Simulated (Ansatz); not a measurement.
What settings do to one calculation: wurtzite alloy of GaP and AlP (7 of 8 Ga sites exchanged), 16 atoms with displaced atoms

Ansatz (PAW, plane waves), atoms fixed. The base input:

```yaml
crystal:
  lattice:
    - [7.716566, 0.000000, 0.000000]
    - [0.000000, 6.682743, 0.000000]
    - [0.000000, 0.000000, 6.335330]
  atoms:
    - { symbol: Al, position: [0.982704, 0.340982, 0.006527] }
    - { symbol: Al, position: [0.502568, 0.329665, 0.984166] }
    - { symbol: Al, position: [0.257604, 0.822672, 0.983870] }
    - { symbol: Al, position: [0.749296, 0.847733, 0.967732] }
    - { symbol: Al, position: [0.280373, 0.150094, 0.514907] }
    - { symbol: Al, position: [0.747218, 0.144478, 0.477792] }
    - { symbol: Al, position: [0.508156, 0.662819, 0.489710] }
    - { symbol: Ga, position: [0.003741, 0.671830, 0.484329] }
    - { symbol: P, position: [0.987955, 0.329582, 0.392716] }
    - { symbol: P, position: [0.519326, 0.347820, 0.390486] }
    - { symbol: P, position: [0.229188, 0.873360, 0.384389] }
    - { symbol: P, position: [0.741901, 0.845857, 0.368060] }
    - { symbol: P, position: [0.257817, 0.183559, 0.856569] }
    - { symbol: P, position: [0.989575, 0.684818, 0.845878] }
    - { symbol: P, position: [0.765037, 0.192792, 0.874614] }
    - { symbol: P, position: [0.492348, 0.690184, 0.894878] }
kpoints:
  mp_grid: { grid: [2, 2, 2], shift: [0.5, 0.5, 0.5] }
hamiltonian:
  xc: pbesol
scf:
  occupations: { method: fermi_dirac, width: 0.01 }
output:
  forces: true
  eigenvalues: true
  stress: true
  populations: true
```

Command:

```sh
ansatz run in.yaml --threads 7 --pin off --max-ram 13300MiB --runs-dir r --events-out ev --progress --plain
```

It converged in 8 iterations and 1.6 s of wall time on 7 threads of a Neoverse-V2 processor, on a host shared with other runs; peak host memory 0.81 GiB; largest force component 4.66 eV/Å, pressure 3.18 GPa. The cutoff was the default, 420 eV. The base isn't a converged reference: it has few k points, and its atoms are unrelaxed. Each run below changes the keys shown and caps the iterations.

```tsv
run	changed	ending	iterations	free energy less the base (meV per atom)	rms change of forces (eV/Å)	change of pressure (GPa)	wall time (s, shared host)
1	max_iter 70, total_charge 1	converged	9	other zero	0.310	1.33	1.4 CPU
2	ecutwfc 240 eV, ecutrho_ratio 8, max_iter 90	converged	8	289.9	0.101	0.65	0.8 CPU
3	dr2_threshold 0.001, dispersion d4, max_iter 90	converged	6	other zero	0.002	-1.42	1.2 CPU
4	n_extra_bands 4, max_iter 100	converged	8	0.0	0.000	0.00	1.1 CPU
5	occupations fixed, dispersion rvv10, max_iter 90, k points a 3×3×3 mesh centred on Γ	refused	–	–	–	–	–
6	ecutwfc 300 eV, mixing beta 0.03, max_iter 100	converged	10	42.5	0.012	0.10	1 CPU
```

«Other zero»: another functional, charge or dispersion term moves the zero of energy, so the difference says nothing of accuracy.

Which changes leave the result alone, and which of the same physical model moves the forces most?

The forces move by under 0.002 eV/Å in run 4. Run 2 (ecutwfc 240 eV, ecutrho_ratio 8, max_iter 90) moves them most among the runs with the same functional, charge and dispersion term, by 0.101 eV/Å.

Why did some runs give no result?

- run 5: inconsistent input (hamiltonian.dispersion, hamiltonian.xc): `dispersion: rvv10` has no transferable b for PBE exchange — Sabatini et al. (2013) fitted b=6.3 to rPW86, and the PBE refits of Peng & Perdew (2017) are task-dependent (b=6.6 S22 / b=10.0 layered). …
